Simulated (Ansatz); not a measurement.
The relaxed structure here is a generated cell of CsPbBr3: the first start was made by a random draw of sites in a space group, and the end was not matched to a known phase here, so it may be hypothetical. Known forms of CsPbBr3 include space group No. 62, 221.

One stationary structure of CsPbBr₃. Space group Cc (No. 9). Calculation: PBEsol (plane waves to 420 eV, PAW, scalar-relativistic; Ansatz, a program for electronic structure).

```cif
data_Br6Cs2Pb2
_chemical_formula_sum 'Br6 Cs2 Pb2'
_space_group_name_H-M_alt 'P 1'
_space_group_IT_number 1
_cell_length_a 5.88923
_cell_length_b 5.88957
_cell_length_c 11.77559
_cell_angle_alpha 90.699
_cell_angle_beta 90.712
_cell_angle_gamma 90.201
loop_
_space_group_symop_operation_xyz
  'x, y, z'
loop_
_atom_site_label
_atom_site_type_symbol
_atom_site_fract_x
_atom_site_fract_y
_atom_site_fract_z
_atom_site_occupancy
Br1 Br 0.16493 0.51904 0.05514 1
Br2 Br 0.23838 0.48921 0.56324 1
Br3 Br 0.68531 0.04284 0.06325 1
Br4 Br 0.17617 0.99914 0.80095 1
Br5 Br 0.19515 0.98007 0.30097 1
Br6 Br 0.71494 0.96865 0.55531 1
Cs1 Cs 0.68296 0.56240 0.27206 1
Cs2 Cs 0.75827 0.48657 0.77202 1
Pb1 Pb 0.18662 0.01905 0.04994 1
Pb2 Pb 0.21502 0.99050 0.54991 1
```

Q: Predict the band gap from PBEsol.

A: 1.62 eV (no spin-orbit coupling).

Q: Estimate the magnetic moment that PBEsol returns for this input.

A: Zero (the starting moments vanished).

No spin polarisation in the result: the starting moments vanished. Spin-orbit coupling is missing; with elements this heavy it can move band edges by tenths of an eV or more.

It was reached from a disturbed copy of a P4/mmm (No. 123) cell, against which it lies -1.17 eV/atom.
